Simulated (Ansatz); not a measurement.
Band table of AlOs

```xyz
2
Lattice="2.9928 0.0000 0.0000 0.0000 2.9928 0.0000 0.0000 0.0000 2.9928" Properties=species:S:1:pos:R:3 pbc="T T T"
Al    0.0000    0.0000    0.0000
Os    1.4964    1.4964    1.4964
```

The cell comes from a relaxation on PAW files under the same functional, begun from a database entry that needn't be the ground state.

Computed with Ansatz 0.2.0; functional PBEsol, scalar-relativistic. Settings: a Γ-centred 14×14×14 k mesh, Fermi–Dirac smearing of 0.05 eV, no spin polarisation. Methods: LAPW: all electrons, basis error target 0.5 meV/atom.

Spin–orbit coupling is left out, which matters for the heavy atoms.

Path points, in fractions of the reciprocal vectors: Γ (0.000, 0.000, 0.000), X (0.000, 0.500, 0.000), M (0.500, 0.500, 0.000), R (0.500, 0.500, 0.500). The distance column jumps between branches of the path. Levels in eV from the Fermi level; bands 21 to 29, counted from the lowest band of the run. The gap is zero, the pressure -0.07 GPa.

```
# k(1/Å) point b21 b22 b23 b24 b25 b26 b27 b28 b29
0.000 Γ -10.95 -4.20 -4.20 0.44 0.44 0.44 5.59 5.59 5.59
0.150 - -10.84 -4.17 -4.16 0.26 0.26 0.45 5.13 5.83 5.83
0.300 - -10.53 -4.07 -4.05 -0.16 -0.16 0.50 4.16 6.46 6.46
0.450 - -10.03 -4.03 -3.89 -0.67 -0.67 0.57 3.21 7.32 7.32
0.600 - -9.36 -4.21 -3.69 -1.15 -1.15 0.64 2.60 8.26 8.26
0.750 - -8.58 -4.70 -3.49 -1.52 -1.52 0.71 2.44 7.63 9.22
0.900 - -7.75 -5.42 -3.35 -1.76 -1.76 0.76 2.55 7.12 10.07
1.050 X -7.24 -5.91 -3.30 -1.84 -1.84 0.78 2.63 6.95 10.47
1.200 - -7.12 -5.94 -3.23 -1.87 -1.81 0.64 2.63 7.11 9.82
1.350 - -6.77 -6.04 -3.05 -1.94 -1.74 0.28 2.63 7.51 8.50
1.500 - -6.23 -6.19 -2.76 -1.98 -1.64 -0.18 2.62 7.14 7.91
1.650 - -6.37 -5.57 -2.42 -1.98 -1.52 -0.63 2.56 5.97 7.97
1.800 - -6.54 -4.89 -2.10 -1.93 -1.41 -0.99 2.44 5.11 7.73
1.949 - -6.66 -4.33 -1.90 -1.87 -1.33 -1.22 2.29 4.63 7.48
2.099 M -6.70 -4.11 -1.85 -1.85 -1.30 -1.30 2.22 4.49 7.38
2.312 - -6.65 -4.50 -2.02 -1.84 -1.27 -1.22 2.36 4.71 7.60
2.524 - -6.93 -4.86 -2.44 -1.94 -1.18 -1.01 2.77 4.99 8.30
2.736 - -7.98 -4.39 -2.97 -2.07 -0.99 -0.68 3.35 5.06 9.01
2.948 - -9.16 -3.91 -3.47 -1.78 -0.66 -0.30 4.04 5.05 8.99
3.160 - -10.12 -3.95 -3.87 -0.84 -0.22 0.07 4.76 5.13 7.32
3.372 - -10.74 -4.13 -4.12 0.08 0.23 0.34 5.35 5.39 6.07
3.584 Γ -10.95 -4.20 -4.20 0.44 0.44 0.44 5.59 5.59 5.59
3.844 - -10.63 -4.08 -4.08 -0.01 0.16 0.16 5.59 5.59 5.62
4.103 - -9.72 -3.74 -3.74 -1.01 -0.60 -0.60 5.65 5.65 5.84
4.363 - -8.36 -3.38 -3.38 -1.86 -1.41 -1.41 5.78 5.78 6.19
4.623 - -6.91 -3.72 -3.72 -1.92 -1.26 -1.26 5.88 5.88 6.02
4.883 - -5.93 -4.49 -4.49 -0.59 -0.20 -0.20 4.47 5.59 5.59
5.142 - -5.44 -5.06 -5.06 1.21 1.21 1.81 2.85 4.60 4.60
5.402 R -5.26 -5.26 -5.26 2.20 2.35 2.35 3.54 3.54 3.54
5.614 - -5.40 -5.14 -5.10 1.25 1.51 2.63 3.16 3.20 4.79
5.826 - -5.69 -4.80 -4.69 -0.28 -0.10 2.24 3.01 3.84 6.54
6.038 - -5.95 -4.52 -4.24 -1.49 -1.24 1.14 2.88 5.54 8.19
6.250 - -6.08 -5.30 -3.53 -2.13 -1.22 0.05 2.76 7.54 8.71
6.463 - -6.30 -6.07 -2.78 -2.76 -0.90 -0.29 2.68 7.98 9.06
6.675 - -7.00 -5.97 -3.17 -2.10 -1.58 0.49 2.64 7.26 9.83
6.887 X -7.24 -5.91 -3.30 -1.84 -1.84 0.78 2.63 6.95 10.47
8.371 R -5.26 -5.26 -5.26 2.20 2.35 2.35 3.54 3.54 3.54
8.521 - -5.36 -5.18 -5.18 1.40 2.34 2.42 3.34 3.34 4.06
8.671 - -5.61 -4.92 -4.92 -0.05 2.32 2.81 2.81 3.04 4.44
8.821 - -5.92 -4.51 -4.51 -1.42 2.08 2.08 2.30 3.96 4.56
8.971 - -6.23 -3.95 -3.95 -2.56 1.22 1.22 2.27 4.57 5.05
9.121 - -6.49 -3.41 -3.26 -3.26 0.31 0.31 2.24 4.53 6.16
9.271 - -6.65 -3.93 -2.49 -2.49 -0.61 -0.61 2.22 4.50 7.04
9.421 M -6.70 -4.11 -1.85 -1.85 -1.30 -1.30 2.22 4.49 7.38
```
